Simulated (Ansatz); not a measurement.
SbRu:
```cif
data_Ru3Sb3
_chemical_formula_sum 'Ru3 Sb3'
_space_group_name_H-M_alt 'P6/mmm'
_space_group_IT_number 191
_space_group_name_Hall '-P 6 2'
_cell_length_a 5.64235
_cell_length_b 5.64235
_cell_length_c 4.15201
_cell_angle_alpha 90.000
_cell_angle_beta 90.000
_cell_angle_gamma 120.000
loop_
_atom_site_label
_atom_site_type_symbol
_atom_site_symmetry_multiplicity
_atom_site_Wyckoff_symbol
_atom_site_fract_x
_atom_site_fract_y
_atom_site_fract_z
_atom_site_occupancy
Ru1 Ru 3 f 0.00000 0.50000 0.00000 1
Sb1 Sb 1 a 0.00000 0.00000 0.00000 1
Sb2 Sb 2 d 0.33333 0.66667 0.50000 1
```

Relaxed with PBEsol.

Q: Decompose the optical modes at the zone centre into irreducible representations, and say which are infrared and Raman allowed.

A: Point group 6/mmm: Γ_opt = 2A2u + B1g + B1u + B2u + 3E1u + E2g + E2u. Infrared: A2u, E1u. Raman: E2g.

Q: Assign frequencies (DFPT, PBEsol (plane waves, PAW; program Ansatz)).

A: B1u 197i, A2u 66, E2u 76, E1u 104, E1u 129, E2g 160, E1u 213, B1g 218, A2u 249, B2u 265 cm⁻¹.

Subscripts of B labels follow the axes of the standard setting.

A made-up cell: these elements were put on the sites of a structure type; neither database checked (COD, Materials Project) lists it. COD files the formula under space group No. 62. Whether it is the stable phase at ambient conditions was not checked. The cell was relaxed with PBEsol under the symmetry of its start. At this level the phase is dynamically unstable (imaginary phonons). The run is not spin-polarised. As this level gives no gap, phonon frequencies hold no LO–TO term and depend on the k-mesh and smearing (Fermi–Dirac, 0.1 eV here). Scalar-relativistic: spin–orbit coupling is off unless named, which matters more the heavier the elements.

Potentials: the earlier of the program's two PAW sets. The files were generated under PBE; for other functionals the program regenerates the frozen cores, and for LDA and PBEsol the local potential too.
